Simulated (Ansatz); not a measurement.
A geometry of Nb away from equilibrium: step 3 of the relaxation of a relaxed Nb cell, doubled along one cell vector, shaken by Gaussian noise of σ = 0.08 Å a coordinate. The numbers are results of r2SCAN (plane waves to 500 eV, PAW, scalar-relativistic; Ansatz, an electronic-structure program), not measurements. Γ-centred k-mesh 13×7×3 on the run's cell (coarser than for final values), Fermi–Dirac smearing 0.05 eV.

```xyz
8
Lattice="2.8325 0.0012 -0.0009 -2.8304 5.0074 -0.0287 -0.0034 -0.0630 10.4694" Properties=species:S:1:pos:R:3 pbc="T T T"
Nb     0.1944     0.0581    -0.0114
Nb    -1.2820     2.5565    -0.0317
Nb    -0.1913    -0.0489     5.2259
Nb    -1.5149     2.4593     5.2116
Nb    -0.1239     1.4294     2.5946
Nb    -1.4564     3.9349     2.5958
Nb     1.2781     1.0410     7.8474
Nb     0.0051     3.5338     7.8211
```

Q: What forces act on the atoms (eV/Å)?

A: 
| atom | Fx | Fy | Fz |
|---|---|---|---|
| Nb1 | 0.20 | -0.01 | 0.17 |
| Nb2 | 0.33 | -0.07 | 0.11 |
| Nb3 | -0.11 | 0.01 | 0.09 |
| Nb4 | -0.11 | -0.03 | 0.06 |
| Nb5 | -0.07 | -0.17 | -0.16 |
| Nb6 | -0.10 | -0.19 | -0.24 |
| Nb7 | -0.07 | 0.14 | -0.04 |
| Nb8 | -0.07 | 0.31 | 0.00 |

Q: What is the pressure?

A: -0.3 GPa, compression positive.

Q: How far above the relaxed end point is this geometry?

A: 0.27 eV/atom; the path ends in R-3m (No. 166) at a tolerance of 0.01 Å, Im-3m (No. 229) at 0.1 Å.

No spin polarisation in the result.

The end of the path is a generated cell of Nb: the first start was made by placing the elements on the sites of a structure type, and the end was not matched to a known phase here, so it may be hypothetical. Known forms of Nb include space group No. 229.
